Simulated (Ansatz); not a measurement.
ZnO (wurtzite)

```xyz
8
Lattice="3.2796 0.0000 0.0000 -1.6398 2.8402 0.0000 0.0000 0.0000 10.5866" Properties=species:S:1:pos:R:3 pbc="T T T"
Zn     1.6398     0.9467     0.0114
Zn     1.6398     0.9467     5.3047
Zn     0.0000     1.8935     2.6580
Zn     0.0000     1.8935     7.9514
O      1.6398     0.9467     3.2980
O      1.6398     0.9467     8.5913
O      0.0000     1.8935     0.6513
O      0.0000     1.8935     5.9446
```

The atoms are displaced by Q × the pattern below (from a DFPT mode at A = (0.0, 0.0, 0.5), largest move 1; Q in Å), at fixed cell. It is one choice among 4 degenerate patterns. (q is in reciprocal vectors of the primitive cell; the cell shown is doubled to hold the pattern.)

```csv
atom,x,y,z
Zn1,0.000,0.217,0.000
Zn2,0.000,-0.217,0.000
Zn3,0.000,0.021,0.000
Zn4,0.000,-0.021,0.000
O5,0.000,-0.081,0.000
O6,0.000,0.081,0.000
O7,0.000,-1.000,0.000
O8,0.000,1.000,0.000
```

These are PBE (plane waves to 420 eV, PAW, scalar-relativistic; Ansatz, a program for electronic structure) values and carry that method's errors. k mesh 12×12×3 (Γ-centred), Fermi-Dirac smearing 0.05 eV. Energies are smeared free energies. ZnO was relaxed with its symmetry unable to fall. ΔE is measured from the undisplaced structure.

| Q (Å) | ΔE (eV/cell) |
|---|---|
| -0.100 | 0.1036 |
| -0.067 | 0.0455 |
| -0.033 | 0.0113 |
| 0.000 | 0.0000 |
| 0.033 | 0.0113 |
| 0.067 | 0.0455 |
| 0.100 | 0.1036 |

Question: Which DFPT wavenumber at A = (0.0, 0.0, 0.5) belongs to this mode?
A) 69 cm⁻¹
B) 175 cm⁻¹
C) 379 cm⁻¹
D) 515 cm⁻¹

Answer: C, 379 cm⁻¹. The curvature of the scan gives 379 cm⁻¹

(For displaced atoms, the force is minus the slope of the energy, and its curvature is a force constant, which sets phonon frequencies.)
